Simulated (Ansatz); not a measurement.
LaTaO$_{4}$ in space group Cmc2_1 (No. 36; Pearson symbol oS24), r²SCAN in the plane-wave PAW code Ansatz, all energies at zero smearing, with the estimated change up to a 700 eV cutoff added, with one set of potentials and settings (totals compare only within such a set). Cell of 12 atoms (2 La, 2 Ta, 8 O): -36988.097 eV.

```csv
element,reference phase,E (eV/atom)
La,"P6_3/mmc, 4 atoms in the cell",-6264.6784
Ta,"Im-3m, 1 atoms in the cell",-9944.3222
O,"C2/m, 4 atoms in the cell, spin-polarised",-566.0281
```

Formation energy per atom, worked out: (-36988.097 − 2×(-6264.6784) − 2×(-9944.3222) − 8×(-566.0281))/12 = -3.489 eV/atom (-337 kJ per mol of atoms), at 0 K, without zero-point energy or fitted corrections.

The workflow started from a Materials Project entry (that database holds measured and hypothetical structures alike); the Crystallography Open Database files this formula in space group No. 36, but the cells were not matched. Whether it is the stable phase at ambient conditions was not checked. The r²SCAN relaxation kept the symmetry of its start; its stability against distortions is not shown here. The run is not spin-polarised. The references are the lowest solids computed at this level, not always the standard phases (solids in place of the gases). Spin–orbit coupling is left out wherever it is not named.

Potentials: the later of the program's two PAW sets.
